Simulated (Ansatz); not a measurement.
A trial structure of Si3C4 was built thus: random cell by space group and Wyckoff sites (P4mm, No. 99). Its size is a rough estimate.

```yaml
crystal:
  lattice:
    - [4.46166, 0.00000, 0.00000]
    - [0.00000, 4.46166, 0.00000]
    - [0.00000, 0.00000, 4.77253]
  atoms:
    - { symbol: Si, position: [0.50000, 0.00000, 0.32911] }
    - { symbol: Si, position: [0.00000, 0.50000, 0.32911] }
    - { symbol: Si, position: [0.00000, 0.00000, 0.26204] }
    - { symbol: C, position: [0.00000, 0.00000, 0.93979] }
    - { symbol: C, position: [0.50000, 0.00000, 0.72825] }
    - { symbol: C, position: [0.00000, 0.50000, 0.72825] }
    - { symbol: C, position: [0.50000, 0.50000, 0.99253] }
```

The calculation used DFT PBE, scalar-relativistic, plane waves, PAW (Ansatz). Cutoff 420 eV, Gaussian smearing, Γ-centred meshes. Cell and atoms relax first on a coarse mesh and then on a finer one. In between, the cell is made exact in the group found at 0.06 Å. In metals the finer mesh still leaves noise of several meV/atom or more. The steps can't lower the symmetry of their start. No spin polarisation in the relaxation; trial moments died out in a coarse test.

A guess keeps its type if space group and coordination stay and the shape of the cell changes little (axis ratios within about 15 %, angles within 6°); the volume may change.

Q: Does it keep its structure type, or change into something else?

A: It doesn't keep its type. The symmetry stays P4mm (No. 99). The volume per atom shrinks by 22.5 %, from 13.6 to 10.5 Å³. The shortest distance goes from 1.54 Å (Si–C) to 1.71 Å (C–C). The ratio c/a of the conventional cell changes by a factor of 1.74. Counting neighbours within 15 % of an atom's shortest distance, the start has C 1/8, Si 1 and the end C 4/5, Si 1/5. In detail, at the end Si on a site of symmetry 2mm is surrounded by 1 C at 2.13 Å and 6 Si at 2.41–2.55 Å; Si on a site of symmetry 4mm is surrounded by 1 C at 1.90 Å and 4 Si at 2.55 Å; C on a site of symmetry 4mm has 4 C at 1.75 Å and 1 Si at 1.90 Å; 2 more sites not described.

```xyz
7
Lattice="3.4105 0.0000 0.0000 0.0000 3.4105 0.0000 0.0000 0.0000 6.3335" Properties=species:S:1:pos:R:3 pbc="T T T"
Si    1.7053    0.0000    2.8843
Si    0.0000    1.7053    2.8843
Si    0.0000    0.0000    0.9845
C     0.0000    0.0000    5.4199
C     1.7053    0.0000    5.0106
C     0.0000    1.7053    5.0106
C     1.7053    1.7053    5.0975
```

The last run used a 12×12×6 mesh (in the run's order of axes) for its 7-atom cell and Gaussian smearing of 0.10 eV. A structure relaxed within its symmetry needn't be a true minimum.

In counts of neighbours, a slash parts the counts of unlike sites.
